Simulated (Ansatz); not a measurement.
**Question.** Each is relaxed and computed with the program Ansatz at the PBE level (PAW). Which is the only metal?
A) AlCrB, Cmcm (Al on 4c, B on 4c, Cr on 4c)
B) SiB12C2, R-3m (B on 18h, B on 18h, C on 6c, Si on 3b)
C) BAs, zinc blende
D) AlBN2, chalcopyrite

**Answer.** A, AlCrB, Cmcm (Al on 4c, B on 4c, Cr on 4c). AlCrB: metal; AlBN2: gap 2.89 eV (direct); SiB12C2: gap 1.61 eV (indirect); BAs: gap 1.20 eV (indirect). Typed or built starts, not in the databases checked: AlCrB, Cmcm (Al on 4c, B on 4c, Cr on 4c); AlBN2, chalcopyrite; SiB12C2, R-3m (B on 18h, B on 18h, C on 6c, Si on 3b). Began spin-polarised and lost the moments: AlCrB, Cmcm (Al on 4c, B on 4c, Cr on 4c). All cells were relaxed under the symmetry of their starts (and spin orders); stability against distortions was not tested throughout. Spin–orbit coupling is left out wherever it is not named.

Potentials: the earlier of the program's two PAW sets.
